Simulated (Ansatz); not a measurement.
NaCaI3 in the cubic perovskite structure, relaxed with r2SCAN in the PAW code Ansatz: the symmetry is Pm-3m (No. 221, cubic); conventional cell a = 6.126 Å, 45.98 Å³ an atom. Na is surrounded by 12 I at 4.33 Å; Ca is surrounded by 6 I at 3.06 Å; I is surrounded by 2 Ca at 3.06 Å and 4 Na at 4.33 Å. The cell was then strained (x, y and z are the cube axes), with the atoms relaxed again; stress is positive in compression. The calculation is spin-unpolarised, and the structure need not be a phase that has been made.

- Uniaxial +1.0 % along x, other directions held: r2SCAN's stress changes by -0.34 GPa along the strain and -0.07 GPa across it.
- Isotropic -1.0 % on every length: the pressure changes by +0.54 GPa, and the HSE06 gap (R → Γ) goes from 3.340 to 3.327 eV.

Task: Estimate C₁₁, C₁₂ and the bulk modulus from the uniaxial step.

Result: With compression positive, C₁₁ ≈ −Δσ∥/ε = (+0.34)/(+0.0100) = 34 GPa and C₁₂ ≈ (+0.07)/(+0.0100) = 7 GPa; B = (C₁₁ + 2C₁₂)/3 = 16 GPa. A one-sided step carries third-order terms: it reads low by some per cent.

Task: What bulk modulus does the isotropic step give?

Result: Δ ln V = 3 ln(0.9900) = -0.0302, so B ≈ −ΔP/Δ ln V = 18 GPa, against 16 GPa from C₁₁ and C₁₂; one-sided steps of finite size carry third-order terms.

Task: Give the volume deformation potential of that gap and its pressure coefficient.

Result: a_V = ΔE_g/Δ ln V = (-0.013)/(-0.0302) = +0.43 eV; dE_g/dP = −a_V/B = -24 meV/GPa, with HSE06's gap and r2SCAN's modulus.

Spin-orbit coupling is left out, which matters wherever the heavy atoms make up the band edges.

The meshes of the hybrids are coarse, so their gaps aren't converged to the digits shown.
